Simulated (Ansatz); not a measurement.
Data:

SiO2:
```yaml
crystal:
  lattice:
    - [-2.47300, 2.47300, 3.65676]
    - [2.47300, -2.47300, 3.65676]
    - [2.47300, 2.47300, -3.65676]
  atoms:
    - { symbol: Si, position: [0.00000, 0.00000, 0.00000] }
    - { symbol: Si, position: [0.75000, 0.25000, 0.50000] }
    - { symbol: O, position: [0.37500, 0.22318, 0.34818] }
    - { symbol: O, position: [0.77682, 0.12500, 0.15182] }
    - { symbol: O, position: [0.87500, 0.02682, 0.65182] }
    - { symbol: O, position: [0.97318, 0.62500, 0.84818] }
```

This is the r²SCAN-relaxed structure. x, y and z are the axes in which the lattice vectors are written.

Q: All from r²SCAN in the plane-wave PAW code Ansatz, unless another level is named. Give the band gap.

A: 6.56 eV (direct).

Q: Next, the formation energy from the elements (no fitted shifts)?

A: -2.99 eV/atom.

Q: What about the hole effective mass, band 1 of 2 at the edge?

A: 6.7 along x, 2.7 along z (mₑ).

Space group I-42d. The workflow started from a Materials Project entry (that database holds measured and hypothetical structures alike); the Crystallography Open Database copy checked does not list it. It is not the phase usual at ambient conditions (space group No. 92, 152, 154). The r²SCAN relaxation kept the symmetry of its start; its stability against distortions is not shown here. The references are the lowest solids computed at this level, not always the standard phases (solids in place of the gases).

Potentials: the later of the program's two PAW sets.
